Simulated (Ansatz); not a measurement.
Relaxation of a generated cell, CsPbCl3 placed in the 2H-BaNiO3 structure type; 10 atoms in the cell, which starts as P6₃/mmc (No. 194), hP10; a = b = 8.3140 Å, c = 7.1030 Å, α = β = 90.00°, γ = 120.00°. These are PBEsol (plane waves to 420 eV, PAW, scalar-relativistic; Ansatz, a first-principles code) values and carry that method's errors. Γ-centred k-mesh 4×4×4 on the run's cell (coarser than for final values), Fermi–Dirac smearing 0.05 eV. This is the first round of the run. 

The optimiser's lines from the output (shortened; P is positive under compression):

```
relax step   1: F+E_penalty+E_count = -41059.98495449 eV  Δ(F+E_penalty+E_count) = +0.000e0 eV  max|allowed force component| = 1.076e0 eV/Å  Δτ_max = 0.0000 Å  P = +1.670 GPa  Ω = 425.197 Å³  (6 SCF iters, dr2 threshold 1.00e-7 eV, accepted)
relax step   2: F+E_penalty+E_count = -41060.52602241 eV  Δ(F+E_penalty+E_count) = -5.411e-1 eV  max|allowed force component| = 1.278e-1 eV/Å  Δτ_max = 0.1941 Å  P = -1.290 GPa  Ω = 423.607 Å³  (6 SCF iters, dr2 threshold 1.00e-6 eV, accepted)
relax step   3: F+E_penalty+E_count = -41060.67177671 eV  Δ(F+E_penalty+E_count) = -1.458e-1 eV  max|allowed force component| = 3.688e-2 eV/Å  Δτ_max = 0.0323 Å  P = -0.978 GPa  Ω = 403.977 Å³  (5 SCF iters, dr2 threshold 1.00e-6 eV, accepted)
relax step   4: F+E_penalty+E_count = -41060.88181005 eV  Δ(F+E_penalty+E_count) = -2.100e-1 eV  max|allowed force component| = 9.833e-2 eV/Å  Δτ_max = 0.0909 Å  P = -0.101 GPa  Ω = 361.691 Å³  (6 SCF iters, dr2 threshold 1.00e-6 eV, accepted)
relax step   5: F+E_penalty+E_count = -41060.89304294 eV  Δ(F+E_penalty+E_count) = -1.123e-2 eV  max|allowed force component| = 4.446e-2 eV/Å  Δτ_max = 0.0761 Å  P = +0.511 GPa  Ω = 337.510 Å³  (6 SCF iters, dr2 threshold 6.04e-7 eV, accepted)
relax step   6: F+E_penalty+E_count = -41060.90735378 eV  Δ(F+E_penalty+E_count) = -1.431e-2 eV  max|allowed force component| = 2.371e-2 eV/Å  Δτ_max = 0.0294 Å  P = +0.018 GPa  Ω = 349.590 Å³  (5 SCF iters, dr2 threshold 8.25e-7 eV, accepted)
relax step   7: F+E_penalty+E_count = -41060.90798494 eV  Δ(F+E_penalty+E_count) = -6.312e-4 eV  max|allowed force component| = 5.171e-4 eV/Å  Δτ_max = 0.0068 Å  P = -0.010 GPa  Ω = 348.525 Å³  (5 SCF iters, dr2 threshold 3.51e-8 eV, accepted)
relax step   8: F+E_penalty+E_count = -41060.90670223 eV  Δ(F+E_penalty+E_count) = +1.283e-3 eV  max|allowed force component| = 4.646e-4 eV/Å  Δτ_max = 0.0000 Å  P = -0.012 GPa  Ω = 348.525 Å³  stress off target by 1.68e-2 GPa  SCF on the basis re-selected at this cell (its energy is not comparable with the rows above)  (6 SCF iters)
```

From the first to the last row the energy changes by -0.09 eV/atom and the volume by -18.0 %. The last row is marked as not comparable with the walk above it, whose basis was carried along; it does compare with step 1, since both stand on a basis selected at the nominal cutoff for their own cell.

Later rounds, restarted from the end of this one on a renewed k-mesh, logged 2 more steps and released under 1 meV/atom more. The final structure after all rounds: P6₃/mmc (No. 194), hP10; a = b = 7.499 Å, c = 7.157 Å, α = β = 90.00°, γ = 120.00°. Between re-selections the logged energies stand on a plane-wave basis carried along with the cell. No spin polarisation in the result.

The run could not lose the symmetry of its start: the end is stationary, and may be a saddle point rather than a minimum.

The relaxed structure here is a generated cell of CsPbCl3: the first start was made by placing the elements on the sites of a structure type, and the end was not matched to a known phase here, so it may be hypothetical. Known forms of CsPbCl3 include space group No. 221.
